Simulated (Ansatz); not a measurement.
Ca₃GeO (anti-perovskite, Pm-3m), plane-wave PAW PBE (Ansatz code), all energies at zero smearing, with the estimated change up to a 700 eV cutoff added, with one set of potentials and settings (totals compare only within such a set). Cell of 5 atoms (3 Ca, 1 O, 1 Ge): -10318.353 eV.

```json
[
 {"element": "Ca", "reference phase": "Fm-3m, 1 atoms in the cell", "E (eV/atom)": "-1816.8597"},
 {"element": "O", "reference phase": "C2/m, 4 atoms in the cell, spin-polarised", "E (eV/atom)": "-565.0000"},
 {"element": "Ge", "reference phase": "Fd-3m, 2 atoms in the cell", "E (eV/atom)": "-4294.9847"}
]
```

Formation energy per atom, worked out: (-10318.353 − 3×(-1816.8597) − 1×(-565.0000) − 1×(-4294.9847))/5 = -1.558 eV/atom (-150 kJ per mol of atoms), at 0 K, without zero-point energy or fitted corrections.

The workflow started from an entry of the Crystallography Open Database (COD), which files this formula under 2 space groups. Whether it is the stable phase at ambient conditions was not checked. The cell was relaxed with PBE under the symmetry of its start; its stability against distortions is not shown here. The references are the lowest solids computed at this level, not always the standard phases (solids in place of the gases).

Potentials: the later of the program's two PAW sets.
